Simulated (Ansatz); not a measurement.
**Spin spirals in AgRh (P-6m2)**

```
Ag Rh
1.0
     2.77759    0.00000    0.00000
    -1.38879    2.40546    0.00000
     0.00000    0.00000    4.80860
Ag Rh
1 1
Direct
  0.00000 0.00000 0.50000
  0.66667 0.33333 0.00000
```

Geometry: a structure from the Materials Project; nothing is relaxed.

Functional, mesh and filling: LDA, 11×11×12 k mesh, Fermi–Dirac smearing of 0.05 eV. PAW means Ansatz 0.2.0 on its default frozen-core files. Site moments are integrated in spheres about the atoms. Start moments (μB): Rh2 0.3.

Flat spirals without spin–orbit coupling: moments start in the xy plane and turn about z by q·R from cell to cell, and their directions inside a cell are free. q runs from Γ to A = (0.000, 0.000, 0.500) in reciprocal cell vectors. Energies count from each method's run at q = 0. Each q is a vector of the k mesh, and the mesh is shifted by q/2 where needed, so that both spin components are sampled on the same points as at q = 0.

Where along the line is the energy lowest?

q = 0 is the lowest point, but the next lies within 2.0 meV per cell, which this mesh may not resolve.
| fraction of Γ–A | |q| (1/Å) | ΔF PAW (meV/cell) | largest moment, PAW (μB) |
| --- | --- | --- | --- |
| 0.000 | 0.000 | 0.0 | 0.31 |
| 0.167 | 0.109 | +0.2 | 0.29 |
| 0.333 | 0.218 | +0.6 | 0.22 |
| 0.500 | 0.327 | +0.8 | 0.08 |
| 0.667 | 0.436 | +0.8 | 0.00 |
| 0.833 | 0.544 | +0.8 | 0.00 |
| 1.000 | 0.653 | +0.8 | 0.00 |

A further pair of PAW runs: cone of 15 degrees at 0.333 of the way from Γ to A (directions held, energy taken at the target), against the same at q = 0. What is the energy difference?

0.0 meV/cell, with a largest moment of 0.30 μB.

The PAW files were made with PBE; the program remakes their cores once for the run's functional and then keeps them frozen. The Ansatz runs typed with the search for lower states off end where their start leads. These are results for the start and cell typed. The real compound can order otherwise, in a larger cell, or not at all, since semilocal functionals without spin fluctuations often overstate magnetism; near a collapse of the moment, mesh and smearing move it by tens of per cent.
